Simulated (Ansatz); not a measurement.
Input and command of a calculation in Ansatz (plane waves; scalar-relativistic PAW potentials unless the input names others):

```yaml
crystal:
  lattice:
    - [-4.2701597425, 4.2701597425, 3.6274206977]
    - [4.2701597425, -4.2701597425, 3.6274206977]
    - [4.2701597425, 4.2701597425, -3.6274206977]
  atoms:
    - { symbol: K, position: [0.5, 0.0, 0.5] }
    - { symbol: K, position: [0.0, 0.5, 0.5] }
    - { symbol: Sn, position: [0.0, 0.0, 0.0] }
    - { symbol: Hg, position: [0.5, 0.5, 0.0] }
    - { symbol: Te, position: [0.5797905633, 0.939476482, 0.0] }
    - { symbol: Te, position: [0.939476482, 0.5797905633, 0.0] }
    - { symbol: Te, position: [0.060523518, 0.060523518, 0.6403140814] }
    - { symbol: Te, position: [0.4202094367, 0.4202094367, 0.3596859186] }
basis:
  ecutwfc: 420
kpoints:
  mp_grid: { grid: [6, 6, 6] }
  KSPACING: 0.3
hamiltonian:
  xc: pbesol
scf:
  occupations: { method: gaussian, width: 0.02 }
  max_iter: 50
output:
  forces: true
  eigenvalues: true
  stress: true
```

```bash
ansatz run input.yaml --threads 2 --pin off --max-ram 5120MiB --backend cpu --events-out ev --progress --plain --runs-dir out
```

Task: What will the program do with this input?

Result: The program refuses it, because of a keyword of another program (kpoints.KSPACING: not typed → 0.3). Without that key it is accepted.

Abridged log:
```
Error: YAML parse error: error: line 19 column 3: unknown field `KSPACING`, expected one of mp_grid, list, band_path, initial_grid, further_shifts
  --> <input>:19:3
   |
17 | kpoints:
18 |   mp_grid: { grid: [6, 6, 6] }
19 |   KSPACING: 0.3
   |   ^ unknown field `KSPACING`, expected one of mp_grid, list, band_path, initial_grid, further_shifts
20 | hamiltonian:
21 |   xc: pbesol
   |
```